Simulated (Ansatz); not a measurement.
Relaxed NaF (rock salt):

```yaml
crystal:
  lattice:
    - [0.00000, 4.70157, 4.70157]
    - [2.35078, 0.00000, 2.35078]
    - [2.35078, 2.35078, 0.00000]
  atoms:
    - { symbol: F, position: [0.00000, 0.00000, 0.00000] }
    - { symbol: F, position: [0.50000, 0.00000, 0.00000] }
    - { symbol: Na, position: [0.25000, 0.50000, 0.50000] }
    - { symbol: Na, position: [0.75000, 0.50000, 0.50000] }
```

A phonon eigenvector at L = (0.5, 0.0, 0.0) is frozen into this cell: atom i moves by Q times the vector below, so Q is the largest atomic displacement, in Å. The cell is held. (q is in reciprocal vectors of the primitive cell; the cell shown is doubled to hold the pattern.)

| atom | x | y | z |
|---|---|---|---|
| Na3 | -0.577 | 0.577 | 0.577 |
| Na4 | 0.577 | -0.577 | -0.577 |

Atoms not listed stay in place.

Level of theory: PBE (plane waves to 420 eV, PAW, scalar-relativistic; Ansatz, a program for electronic structure). k mesh 6×12×12 (Γ-centred), Fermi-Dirac smearing 0.05 eV. Energies are smeared free energies. Stress and pressure are positive under compression. NaF was relaxed with its symmetry unable to fall. The relaxed volume of NaF is well above the measured one; the method has no dispersion term. The zero of ΔE is the undisplaced structure.

Problem. Estimate the ΔE (meV/cell) and P (GPa) for Q (Å) = -0.233, -0.140, 0.047, 0.093, 0.187, 0.280.

Solution. 
| Q (Å) | ΔE (meV/cell) | P (GPa) |
|---|---|---|
| -0.233 | 377 | 1.62 |
| -0.140 | 136 | 0.58 |
| 0.047 | 15 | 0.06 |
| 0.093 | 61 | 0.25 |
| 0.187 | 242 | 1.04 |
| 0.280 | 543 | 2.33 |

(A displaced cell: forces are minus the slopes of the energy, force constants its curvatures, and phonons follow from these.)
